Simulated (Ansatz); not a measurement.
Data:

IrRu:
```
CELL_PARAMETERS angstrom
      1.34687     0.77762     4.40997
     -1.34687     0.77762     4.40997
      0.00000    -1.55523     4.40997
ATOMIC_POSITIONS crystal
  Ru 0.50000 0.50000 0.50000
  Ir 0.00000 0.00000 0.00000
```

This is the r²SCAN-relaxed structure.

Q: All from DFT-r²SCAN in the program Ansatz with PAW potentials, unless another level is named. Predict the formation energy from the elements (no fitted shifts).

A: -0.011 eV/atom.

Q: And the density of states at the Fermi level?

A: 0.88 states/eV per atom (mean over ±0.08 eV).

Space group R-3m. The workflow started from a Materials Project entry (that database holds measured and hypothetical structures alike); the Crystallography Open Database copy checked does not list it. With Ru and Ir taken as one species the cell has the higher symmetry Fm-3m, so it may be an ordered model of a mixed-site phase. Whether it is the stable phase at ambient conditions was not checked. The r²SCAN relaxation kept the symmetry of its start; its stability against distortions is not shown here. The run is not spin-polarised. The references are the lowest solids computed at this level, not always the standard phases. Scalar-relativistic: spin–orbit coupling is off unless named, which matters more the heavier the elements.

Potentials: the later of the program's two PAW sets.
